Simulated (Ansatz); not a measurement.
## Slab of zincblende ZnSe (110), 3 layers

The slab is cut from the zincblende crystal, which needn't be the stable phase, as relaxed on PAW files (23.55 Å³/atom), with 16 Å of vacuum and a dipole correction:

```xyz
6
Lattice="4.0536 0.0000 0.0000 0.0000 5.7327 0.0000 0.0000 0.0000 20.0536" Properties=species:S:1:pos:R:3 pbc="T T T"
Zn    1.0134    0.7166    8.0000
Se    3.0402    5.0161    8.0000
Zn    3.0402    3.5829   10.0268
Se    1.0134    2.1498   10.0268
Zn    1.0134    0.7166   12.0536
Se    3.0402    5.0161   12.0536
```

All numbers are PBE results (scalar-relativistic) from Ansatz 0.2.0, with a Γ-centred 6×5×1 k mesh, Fermi–Dirac smearing of 0.02 eV, no spin polarisation. Methods: LAPW: all electrons, basis error target 1 meV/atom; PAW: frozen-core files, cutoff 420 eV.

The bulk energy comes from a cell in the slab's orientation on a 6×5×6 mesh. The surface energy is (E(slab) − N·E(bulk))/2A at zero smearing, the mean of both faces; thin slabs carry quantum-size effects.

The cell is 1×1, so reconstructions are forbidden.

Task: As cut, the LAPW slab lies 1.945 eV above 6 atoms of bulk. What surface energy is that?

Result: Over two faces of 23.24 Å² it is 41.8 meV/Å², and times 16.02 J/m² per eV/Å² that gives γ = 0.670 J/m².

Task: What do relaxation and the other method give?

Result: 

```
method  γ as cut (J/m²)  γ relaxed (J/m²)
  LAPW            0.670             0.339
   PAW            0.671             0.340
```

Task: How do the spacings between the planes relax?

Result: From the bottom face up: d12 -6.9 % of 2.027 Å, d23 -6.9 % of 2.027 Å. The outer plane rumples by 0.565 Å.

Task: Where do the band edges lie?

Result: On the k mesh: gap 1.92 eV, valence top 5.71 eV below the vacuum level.

Task: A field of 0.1 V/Å is applied along the normal, atoms held. What follows?

Result: LAPW finds an induced dipole of 0.0728 e·Å a cell (PAW 0.0729), that is 5.67 Å for 4πα over the area, against 4.34 Å between the outer atoms.

Task: A core hole in the 2p shell of Zn is made on one Zn atom of each kind in every 1×1 cell (PAW hole dataset, neutral cell, valence without spin). What does it cost by layer?

Result: layer 1 1026.75 eV, layer 2 1026.71 eV. Shifts between layers mean more than the absolute values, and a whole layer of holes screens otherwise than one hole.
